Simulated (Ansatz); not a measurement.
# Ni: pressure against volume

Ni, Im-3m, a = 2.755 Å. This isn't the element's structure at ambient conditions. Ansatz: PBEsol, PAW, 420 eV, Γ-centred 22×22×22 mesh on 1 atom, Gaussian smearing 0.10 eV; collinear spin, largest moment 0.5 μB. Symmetry fixes shape and atoms, so the cell is only scaled; pressure is positive in compression.

| V (Å³/atom) | P (GPa) |
| --- | --- |
| 9.201 | ? |
| 9.515 | 25.94 |
| 9.829 | 15.87 |
| 10.142 | 7.30 |
| 10.456 | 0.05 |
| 10.770 | -6.07 |
| 11.083 | -11.21 |
| 11.502 | -16.78 |

Question: Take V0 = 10.456 Å³/atom, count pressures from its P0 = 0.05 GPa, fit the third-order Birch–Murnaghan form to the other rows, and predict the missing pressure.

Answer: With the Eulerian strain f = ½[(V0/V)^(2/3) − 1] and y = (P − P0)/[3f(1 + 2f)^(5/2)], the form is the line y = B0 + 1.5 B0 (B0′ − 4) f. Rows (f, y): 0.03244, 227.3; 0.02104, 226.1; 0.01027, 223.7; -0.00977, 219.4; -0.01904, 217.2; -0.03079, 213.6. Means f = 0.0006917, y = 221.22; Σ(Δf)² = 0.003004, ΣΔfΔy = 0.6543; the slope is their ratio. y = 221.1 + 217.8 f GPa, so B0 = 221.1 GPa and B0′ = 4 + 2 × (217.8)/(3 × 221.1) = 4.66. At V = 9.201, f = 0.04449, y = 230.79 and P = 38.17 GPa. The run gave 37.35 GPa, so the fit is 0.82 GPa too high, 1.5 % of the span of the series, against an rms of 0.05 GPa on the fitted rows. The row lies outside the fitted range. A fourth-order term fitted to the same rows gives P = 37.83 GPa at this row's volume (the line 38.17, the run 37.35), which recovers part of the miss. The records add, with no proof that it causes the miss: the largest moment runs from 0.11 to 0.61 μB along the series.

The largest moment runs from 0.11 to 0.61 μB along the series, so B0 and B0′ hold the change of the moment too.